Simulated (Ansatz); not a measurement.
CaHBr (space group P4/nmm)

```yaml
crystal:
  lattice:
    - [3.83303, 0.00000, 0.00000]
    - [0.00000, 3.83303, 0.00000]
    - [0.00000, 0.00000, 8.23965]
  atoms:
    - { symbol: Ca, position: [0.00000, 0.50000, 0.15719] }
    - { symbol: Ca, position: [0.50000, 0.00000, 0.84281] }
    - { symbol: H, position: [0.50000, 0.50000, 0.00000] }
    - { symbol: H, position: [0.00000, 0.00000, 0.00000] }
    - { symbol: Br, position: [0.00000, 0.50000, 0.68010] }
    - { symbol: Br, position: [0.50000, 0.00000, 0.31990] }
```

The slice is a (001) plane (indices of the conventional cell) through the point (0.500, 0.000, 0.320) (fractional), spanned by u = [100] and v = [010] in vectors of this cell: u (3.83 Å) and v (3.83 Å, at 90° to u). It covers one period; positions are fractions (u, v).

Calculation: r2SCAN (plane waves to 500 eV, PAW, scalar-relativistic; Ansatz, a first-principles code). k mesh 9×9×4. Near the nuclei the fields are pseudised (PAW); where an atom keeps semicore shells as valence, they peak there. CaHBr was relaxed with its symmetry unable to fall.

### Question
Sketch the electron localisation function (ELF) on this plane as a map.

### Answer
```
|xxxx*@@@@%#=:   :=#%@@@@*xxx|
|xxxx#@@@@%#=.   .=#%@@@@#xxx|
|xxx*@@@@@%*=.   .=*%@@@@@*xx|
|+*#@@@@@@%*-.   .-*%@@@@@@#*|
|@@@@@@@@%#+-.   .-+#%@@@@@@@|
|@@@@@@@%%*=:     :=*%%@@@@@@|
|@@@@@@%%#+:.     .:+#%%@@@@@|
|@@@@@%%#+-.       .-+#%%@@@@|
|%%%%%#*+-.         .-+*#%%%%|
|###**+=:.           .:=+**##|
|====--:.             .:--===|
|::....                 ....:|
|                            |
|                            |
|                            |
|::....                 ....:|
|====--:.             .:--===|
|###**+=:.           .:=+**##|
|%%%%%#*+-.         .-+*#%%%%|
|@@@@@%%#+-.       .-+#%%@@@@|
|@@@@@@%%#+:.     .:+#%%@@@@@|
|@@@@@@@%%*=:     :=*%%@@@@@@|
|@@@@@@@@%#+-.   .-+#%@@@@@@@|
|+*#@@@@@@%*-.   .-*%@@@@@@#*|
|xxx*@@@@@%*=.   .=*%@@@@@*xx|
|xxxx#@@@@%#=.   .=#%@@@@#xxx|
|xxxx*@@@@%#=:   :=#%@@@@*xxx|
|xxxx+@@@@%#=:   :=#%@@@@+xxx|
```
Scale: ten equal steps from 0.01 (start of ' ') to 0.88 (end of '@'), in the order ' .:-=+*#%@'. Values: electron localisation function (ELF). The map has 28 points along u (one character each, u = 0 at the left) and 28 along v (v = 0 in the bottom row). Points within 0.5 Å of a nucleus are blanked (x), as the pseudised field means little there.
